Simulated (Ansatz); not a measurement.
Bi₂Te₃ (Bi2Te3 type, space group R-3m)

```
Bi2Te3
1.0
    2.19356     1.26645    10.09527
   -2.19356     1.26645    10.09527
    0.00000    -2.53291    10.09527
Bi Te
2 3
Cartesian
  0.00000   0.00000  12.11874
  0.00000   0.00000  18.16707
  0.00000   0.00000   0.00000
  0.00000   0.00000   6.34022
  0.00000   0.00000  23.94560
```

Scan: atom 5 (Te, nearest neighbour Bi at 3.068 Å; its periodic images, 4.4 Å or more away, move with it) is displaced along Cartesian z, direction (0.000, 0.000, 1.000) in Cartesian axes, by s. The other atoms stay.

All values below come from PBE-D3(BJ) (plane waves to 420 eV, PAW, scalar-relativistic; Ansatz, a first-principles code). k mesh 7×7×7 (Γ-centred), Fermi-Dirac smearing 0.05 eV. The energy includes the smearing's −TS. As the smearing reaches across the gap at some points, energies and forces of such displacements shift with the k mesh and the smearing. Bi2Te3 was relaxed with its symmetry unable to fall. Spin-orbit coupling is left out, though Bi and Te are heavy. The zero of ΔE is the undisplaced structure.

Task: Give the computed ΔE (meV/cell) at s (Å) = -0.366, -0.244, 0.244, 0.488, 0.610.

Result: 
```json
[
 {"s (Å)": "-0.366", "ΔE (meV/cell)": "395"},
 {"s (Å)": "-0.244", "ΔE (meV/cell)": "175"},
 {"s (Å)": "0.244", "ΔE (meV/cell)": "150"},
 {"s (Å)": "0.488", "ΔE (meV/cell)": "530"},
 {"s (Å)": "0.610", "ΔE (meV/cell)": "766"}
]
```

(A displaced cell: forces are minus the slopes of the energy, force constants its curvatures, and phonons follow from these.)
